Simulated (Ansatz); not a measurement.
The elements of this relaxed trial crystal are hidden behind letters.

```
lattice vectors (Å)
  -1.6632    1.6632    6.0517
   1.6632   -1.6632    6.0517
   1.6632    1.6632   -6.0517
fractional positions
X 0.7461 0.2461 0.5000
X 0.2461 0.7461 0.5000
Z 0.4965 0.4965 0.0000
Q 0.3368 0.3368 0.0000
Q 0.0213 0.0213 0.0000
Q 0.1405 0.1405 0.0000
```

These are results of DFT PBE, scalar-relativistic, plane waves, PAW in Ansatz 0.2.0, not measurements. Plane waves to 420 eV, a 16×16×16 mesh through Γ for the 6-atom cell and 0.10 eV Gaussian smearing; collinear spin.

- Space group: I4mm (No. 107)
- Conventional cell: a = 3.326 Å, c = 12.103 Å
- Volume per atom: 11.16 Å³
- Density: 3.67 g/cm³
- Formation energy: +0.26 eV/atom
- Gap on the 16×16×16 mesh of the 6-atom cell: 0 eV (a metal)
- Net moment per atom: 0.50 μB

Energies are uncorrected and count from the elements' standard states at the same level.

Q: X is a p-block element of period 3, Z is a d-block element of period 4 and Q is a p-block element of period 2. Which elements are they?

A: X = Al, Z = Cr, Q = N, so the formula is Al2CrN3. Density times volume gives a mean mass of 3.67 × 11.16/1.6605 = 24.7 u per atom, and this set has 24.7 u. Al is surrounded by 4 N at 1.99–2.10 Å and 4 Al at 2.35 Å; around Cr lie 1 N at 1.93 Å and 4 N at 2.37 Å; N on its first site is surrounded by 1 Cr at 1.93 Å, 4 Al at 1.99 Å and 1 N at 2.38 Å; 2 more sites not described. Other sets within the hints have nearly the same mass, so mass alone doesn't settle it; this one was computed.

Another magnetic order may lie lower. Symmetry constrained the relaxation, so the result can be a saddle point.
